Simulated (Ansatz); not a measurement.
A geometry of CsVBr3 away from equilibrium: the start of the relaxation of a generated trial cell of CsVBr3 in the AFLOW prototype AB3C_hR10_148_c_f_c (as in TiFeO3). The numbers are results of PBE (plane waves to 420 eV, PAW, scalar-relativistic; Ansatz, a first-principles code), not measurements. Γ-centred k-mesh 4×4×4 on the run's cell (coarser than for final values), Fermi–Dirac smearing 0.05 eV.

```xyz
10
Lattice="3.7091 2.1414 6.8448 -3.7091 2.1414 6.8448 0.0000 -4.2829 6.8448" Properties=species:S:1:pos:R:3:forces:R:3 pbc="T T T" free_energy=-33866.382 pressure_GPa=8.7
V      0.0000     0.0000     7.2974    0.0000    0.0000   -0.5456
V      0.0000     0.0000    13.2372    0.0000    0.0000    0.5456
Br    -1.2639    -2.3934    11.8770    3.1886    0.9867    3.4011
Br     2.7047     0.1022    11.8770   -2.4488    2.2680    3.4011
Br    -1.4408     2.2912    11.8770   -0.7398   -3.2547    3.4011
Br     1.2639     2.3934     8.6575   -3.1886   -0.9867   -3.4011
Br    -2.7047    -0.1022     8.6575    2.4488   -2.2680   -3.4011
Br     1.4408    -2.2912     8.6575    0.7398    3.2547   -3.4011
Cs     0.0000     0.0000     3.0063    0.0000    0.0000    1.7580
Cs     0.0000     0.0000    17.5283    0.0000    0.0000   -1.7580
```

Positions in Å, forces in eV/Å, free energy of the cell in eV (comparable only within this code, potentials and settings). Largest force: 4.77 eV/Å, on Br3, Br4, Br5, Br6, Br7, Br8 (atoms numbered as listed); the geometry lies 1.07 eV/atom above the end of its relaxation.

Spin-polarised start, with parallel moments on V.

Spin state reached: ferromagnetic (net 0.60 μB/atom), from parallel starting moments; other spin orders were not run from this start. The d or f electrons are treated with no Hubbard U.

The run could not lose the symmetry of its start: the end is stationary, and may be a saddle point rather than a minimum.

The end of the path is a generated cell of CsVBr3: the first start was made by placing the elements on the sites of a structure type, and the end was not matched to a known phase here, so it may be hypothetical.
